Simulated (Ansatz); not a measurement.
## CdAu (Pm-3m), a vibration from a frozen displacement

All numbers below come from DFT PBEsol, scalar-relativistic, plane waves, PAW (Ansatz 0.2.0). The runs took a 420 eV cutoff, a Γ-centred 14×14×14 mesh and Gaussian smearing (0.15 eV). Spin–orbit coupling is left out, which matters for the heavy elements here. No spin polarisation. Energies are free energies at this smearing, counted from the undisturbed cell; pressure is positive in compression.

Zero of the scan (as given, not relaxed at this level; it stands at -2.2 GPa):

```xyz
2
Lattice="3.3400 0.0000 0.0000 0.0000 3.3400 0.0000 0.0000 0.0000 3.3400" Properties=species:S:1:pos:R:3 pbc="T T T"
Cd    1.6700    1.6700    1.6700
Au    0.0000    0.0000    0.0000
```

Every Au atom is moved by x along the Cartesian unit vector (0.000, 1.000, 0.000); the cell and all other atoms stay fixed. The cell's volume is 37.26 Å³; the moved atoms weigh 196.967 u together and the others 112.414 u. Some rows repeat others by symmetry and weren't run.

```csv
x (Å),ΔE (meV/cell),total force on the moved atoms along the move (eV/Å),pressure (GPa)
-0.5000,431.74,1.7079,7.9104
-0.4375,331.32,1.5041,5.6406
-0.3750,243.86,1.2941,3.6234
-0.2500,108.73,0.8670,0.4217
-0.1250,27.26,0.4357,-1.5594
0.0000,0.00,0.0000,-2.2293
0.1250,27.26,-0.4357,-1.5594
0.2500,108.73,-0.8670,0.4217
0.3750,243.86,-1.2941,3.6234
0.4375,331.32,-1.5041,5.6406
0.5000,431.74,-1.7079,7.9104
```

Q: What frequency belongs to this motion?

A: The force constant is k = −dF/dx = 3.486 eV/Å², from the parabola through x = -0.1250, 0 and 0.1250. In every cell the moved atoms swing against the rest, so the mass is μ = m₁m₂/(m₁ + m₂) = 71.568 u, and ν̃ = 521.5 cm⁻¹ × √(|k|/μ) = 115 cm⁻¹, at this cell's pressure of -2.2 GPa. To first order in x, and within 1 %, the force on every atom lies along the move and, within each of the two groups, in proportion to the atom's mass, so this is itself a mode at the zone centre of this cell.

Q: How far does the harmonic law reach?

A: At x = -0.500 Å, kx²/2 = 435.70 meV against the computed 431.74 meV (-0.9 %): the well is still close to harmonic there.

Q: The pressure changes with x². What does that say about the frequency under compression?

A: With E = k(V)x²/2, k ∝ V^(−2γ) and x scaling with the cell as V^(1/3), P − P0 = −∂E/∂V = (2γ − 2/3) ΔE/V. At x = 0.2500 Å, V(P − P0) = 37.26 × 2.65105 / 160.2 eV = 616.52 meV and ΔE = 108.73 meV, so γ = 1/3 + V(P − P0)/(2ΔE) = 3.17. This is the Grüneisen parameter of the motion under uniform scaling of the cell: shrinking the cell evenly by 1 % in volume raises the frequency by about 3.17 %.

In a metal these slopes depend on the k mesh and the smearing.